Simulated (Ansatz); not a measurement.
ZrN (rock salt)

```yaml
crystal:
  lattice:
    - [0.00000, 2.27642, 2.27642]
    - [2.27642, 0.00000, 2.27642]
    - [2.27642, 2.27642, 0.00000]
  atoms:
    - { symbol: N, position: [0.00000, 0.00000, 0.00000] }
    - { symbol: Zr, position: [0.50000, 0.50000, 0.50000] }
```

The slice is a {100} plane (indices of the conventional cell) through the point (0.000, 0.000, 0.000) (fractional), spanned by u = [100] and v = [0 1 -1] in vectors of this cell: u (3.22 Å) and v (3.22 Å, at 90° to u). It covers one period; positions are fractions (u, v).

Calculation: PBEsol (plane waves to 420 eV, PAW, scalar-relativistic; Ansatz, a program for electronic structure). k mesh 18×18×18. Near the nuclei the fields are pseudised (PAW); where an atom keeps semicore shells as valence, they peak there. The PAW data are Ansatz's earlier set. ZrN is run without spin polarisation. ZrN was relaxed with its symmetry unable to fall.

Three fields on this plane, each scaled to ten steps between its own extremes (0 low, 9 high; the total valence density on a logarithmic scale, the potential cut 8 eV below its top; x marks points blanked near nuclei; v = 0 in the bottom row):

Map A
```
|xxxxxxxx999888999xxxxxxx|
|xxxxxxxx887666788xxxxxxx|
|xxxxxxx76543334567xxxxxx|
|xxxxxxx53100000135xxxxxx|
|xxxxxx4100xxxxx0014xxxxx|
|xxxxx410xxxxxxxxx014xxxx|
|xxx7510xxxxxxxxxxx0157xx|
|998630xxxxxxxxxxxxx03689|
|998510xxxxxxxxxxxxx01589|
|99740xxxxxxxxxxxxxxx0479|
|98630xxxxxxxxxxxxxxx0368|
|98630xxxxxxxxxxxxxxx0368|
|98630xxxxxxxxxxxxxxx0368|
|99740xxxxxxxxxxxxxxx0479|
|998510xxxxxxxxxxxxx01589|
|998630xxxxxxxxxxxxx03689|
|xxx7510xxxxxxxxxxx0157xx|
|xxxxx410xxxxxxxxx014xxxx|
|xxxxxx4100xxxxx0014xxxxx|
|xxxxxxx53100000135xxxxxx|
|xxxxxxx76543334567xxxxxx|
|xxxxxxxx887666788xxxxxxx|
|xxxxxxxx999888999xxxxxxx|
|xxxxxxxx999999999xxxxxxx|
```

Map B
```
|xxxxxxxx942000249xxxxxxx|
|xxxxxxxx620000026xxxxxxx|
|xxxxxxx73000000037xxxxxx|
|xxxxxxx31011211013xxxxxx|
|xxxxxx3112xxxxx2113xxxxx|
|xxxxx311xxxxxxxxx113xxxx|
|xxx7311xxxxxxxxxxx1137xx|
|996311xxxxxxxxxxxxx11369|
|542002xxxxxxxxxxxxx20024|
|22001xxxxxxxxxxxxxxx1002|
|10001xxxxxxxxxxxxxxx1000|
|00002xxxxxxxxxxxxxxx2000|
|10001xxxxxxxxxxxxxxx1000|
|22001xxxxxxxxxxxxxxx1002|
|542002xxxxxxxxxxxxx20024|
|996311xxxxxxxxxxxxx11369|
|xxx7311xxxxxxxxxxx1137xx|
|xxxxx311xxxxxxxxx113xxxx|
|xxxxxx3112xxxxx2113xxxxx|
|xxxxxxx31011211013xxxxxx|
|xxxxxxx73000000037xxxxxx|
|xxxxxxxx620000026xxxxxxx|
|xxxxxxxx942000249xxxxxxx|
|xxxxxxxx952101259xxxxxxx|
```

Map C
```
|xxxxxxxx631000136xxxxxxx|
|xxxxxxxx532111235xxxxxxx|
|xxxxxxx85433333458xxxxxx|
|xxxxxxx76667776667xxxxxx|
|xxxxxx8889xxxxx9888xxxxx|
|xxxxx889xxxxxxxxx988xxxx|
|xxx8789xxxxxxxxxxx9878xx|
|665568xxxxxxxxxxxxx86556|
|333469xxxxxxxxxxxxx96433|
|11236xxxxxxxxxxxxxxx6321|
|00137xxxxxxxxxxxxxxx7310|
|00137xxxxxxxxxxxxxxx7310|
|00137xxxxxxxxxxxxxxx7310|
|11236xxxxxxxxxxxxxxx6321|
|333469xxxxxxxxxxxxx96433|
|665568xxxxxxxxxxxxx86556|
|xxx8789xxxxxxxxxxx9878xx|
|xxxxx889xxxxxxxxx988xxxx|
|xxxxxx8889xxxxx9888xxxxx|
|xxxxxxx76667776667xxxxxx|
|xxxxxxx85433333458xxxxxx|
|xxxxxxxx532111235xxxxxxx|
|xxxxxxxx631000136xxxxxxx|
|xxxxxxxx631000136xxxxxxx|
```

Task: Assign the maps to these fields: electron localisation function (ELF); valence electron density; electrostatic potential energy of an electron, from the cell's mean.

Result: A is the electrostatic potential energy of an electron, from the cell's mean; B is the electron localisation function (ELF); C is the valence electron density.
